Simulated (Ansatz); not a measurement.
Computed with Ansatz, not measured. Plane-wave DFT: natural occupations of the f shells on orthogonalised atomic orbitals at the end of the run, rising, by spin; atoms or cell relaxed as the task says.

```
cell
1.0
     0.0000    3.9719    3.9719
     3.9719    0.0000    3.9719
     3.9719    3.9719    0.0000
Eu Nb O Sr V
1 1 6 1 1
Direct
  0.7500 0.7500 0.7500
  0.0000 0.0000 0.0000
  0.7480 0.2520 0.2520
  0.2520 0.7480 0.7480
  0.2520 0.7480 0.2520
  0.7480 0.2520 0.7480
  0.2520 0.2520 0.7480
  0.7480 0.7480 0.2520
  0.2500 0.2500 0.2500
  0.5000 0.5000 0.5000
```

Starting moments (μB): Eu 7.35, V -1.27; others 0.

| quantity | value |
| --- | --- |
| cell charge | 0 e |
| spin | collinear |
| scf start | atoms |
| lower state search | off |
| functional | PBE |
| wave cutoff | 420 eV |
| k mesh | 8, 8, 8 |
| k shift | 0, 0, 0 mesh steps |
| gaussian smearing | 0.05 eV |
| task | relax cell and atoms |

Q: How are the f shells occupied at the end?

A: 

```csv
shell atom,shell element,shell spin,shell occupation 1 (e),shell occupation 2 (e),shell occupation 3 (e),shell occupation 4 (e),shell occupation 5 (e),shell occupation 6 (e),shell occupation 7 (e)
1,Eu,up,0.87,0.99,0.99,0.99,0.99,0.99,0.99
1,Eu,down,0,0,0,0.01,0.01,0.01,0.01
```

Caveats: 4f shell without a U, which puts 4f levels too near the Fermi level; occupations loosely converged; open f or d shells may hold a state above the lowest.
